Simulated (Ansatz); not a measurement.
AlPt3 in space group I4/mcm (No. 140; Al on 4b, Pt on 4a, Pt on 8h) at seven volumes, the program Ansatz at the PBEsol level (PAW), shape and atoms relaxed at each. One row is withheld.

```tsv
V (Å³/atom)	P (GPa)
13.248	29.88
13.684	18.04
14.121	8.19
14.558	0.00
14.995	-6.79
15.431	-12.40
15.868	?
```

### Question
Fit the shown pressures and predict the withheld one.

### Answer
Third-order Birch–Murnaghan: P = (3/2)B₀(x^(7/2) − x^(5/2))[1 + (3/4)(B′ − 4)(x − 1)] with x = (V₀/V)^(2/3). Least squares on the six rows gives V₀ = 14.558 Å³/atom, B₀ = 247.9 GPa, B′ = 5.20. At V = 15.868, x = 0.9442 and P = -17.08 GPa. The run itself gave -17.03 GPa.

The workflow started from a Materials Project entry (that database holds measured and hypothetical structures alike); the Crystallography Open Database copy checked does not list it. Whether it is the stable phase at ambient conditions was not checked. The cell was relaxed with PBEsol under the symmetry of its start; whether a distortion lowers the energy is not shown. No spin polarisation was allowed. Scalar-relativistic: spin–orbit coupling is off unless named, which matters more the heavier the elements.

Potentials: the later of the program's two PAW sets.
